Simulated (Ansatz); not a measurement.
The end of the path is a generated cell of SiAs: the first start was made by placing the elements on the sites of a structure type, and the end was not matched to a known phase here, so it may be hypothetical.

A geometry of SiAs away from equilibrium: step 2 of the relaxation of a generated cell, SiAs built in the GeP-12 structure type. Method: PBEsol (plane waves to 420 eV, PAW, scalar-relativistic; Ansatz, a quantum-chemistry and plane-wave program). Γ-centred k-mesh 5×5×2 on the run's cell (coarser than for final values), Fermi–Dirac smearing 0.05 eV. The plane waves were selected for a different cell earlier on the path.

```
SiAs
1.0
    8.20230    -1.83669    -0.10856
    8.20230     1.83669    -0.10856
   -2.81902     0.00000     9.29924
Si As
6 6
Direct
  0.63564   0.63564   0.91814
  0.36436   0.36436   0.08186
  0.73724   0.73724   0.79747
  0.26276   0.26276   0.20253
  0.06653   0.06653   0.59403
  0.93347   0.93347   0.40597
  0.04009   0.04009   0.82602
  0.95991   0.95991   0.17398
  0.33541   0.33541   0.82476
  0.66459   0.66459   0.17524
  0.65022   0.65022   0.55051
  0.34978   0.34978   0.44949
```

Task: Give the Cartesian forces on all atoms (eV/Å).

Result: 
| atom | Fx | Fy | Fz |
|---|---|---|---|
| Si1 | -0.51 | 0.00 | 0.18 |
| Si2 | 0.51 | 0.00 | -0.18 |
| Si3 | 0.43 | 0.00 | -0.35 |
| Si4 | -0.43 | 0.00 | 0.35 |
| Si5 | -0.08 | 0.00 | -0.24 |
| Si6 | 0.08 | 0.00 | 0.24 |
| As7 | 0.21 | 0.00 | -0.04 |
| As8 | -0.21 | 0.00 | 0.04 |
| As9 | -0.34 | 0.00 | 0.24 |
| As10 | 0.34 | 0.00 | -0.24 |
| As11 | -0.14 | 0.00 | 0.20 |
| As12 | 0.14 | 0.00 | -0.20 |

The path ends in C2/m (No. 12). No spin polarisation in the result. Without a van der Waals term the distances between weakly bound units are poorly fixed.

The run could not lose the symmetry of its start, so the end can be a saddle point.
